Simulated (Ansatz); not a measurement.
BAs:
```yaml
crystal:
  lattice:
    - [3.45879, 0.00000, 0.00000]
    - [-1.72940, 2.99540, 0.00000]
    - [0.00000, 0.00000, 7.48150]
  atoms:
    - { symbol: B, position: [0.00000, 0.50000, 0.33333] }
    - { symbol: B, position: [0.50000, 0.50000, 0.66667] }
    - { symbol: B, position: [0.50000, 0.00000, 0.00000] }
    - { symbol: As, position: [0.00000, 0.50000, 0.83333] }
    - { symbol: As, position: [0.50000, 0.50000, 0.16667] }
    - { symbol: As, position: [0.50000, 0.00000, 0.50000] }
```

This is the PBE-relaxed structure.

All from the program Ansatz at the PBE level (PAW), unless another level is named. Predict the band gap.

0.48 eV (indirect).

What about the valence-band maximum?

at Γ.

What about the weight of the valence-edge state by species (Voronoi cells)?

B 58 %, As 42 %.

Space group P6_422. The start of the workflow was typed in or built on a structure type; neither database checked (COD, Materials Project) lists it. It is not the phase usual at ambient conditions (space group No. 216). Symmetry was held in the PBE relaxation; whether a distortion lowers the energy is not shown. Its formation energy is positive at this level, so the cell may be metastable or incomplete. Spin–orbit coupling is left out wherever it is not named.

Potentials: the earlier of the program's two PAW sets.
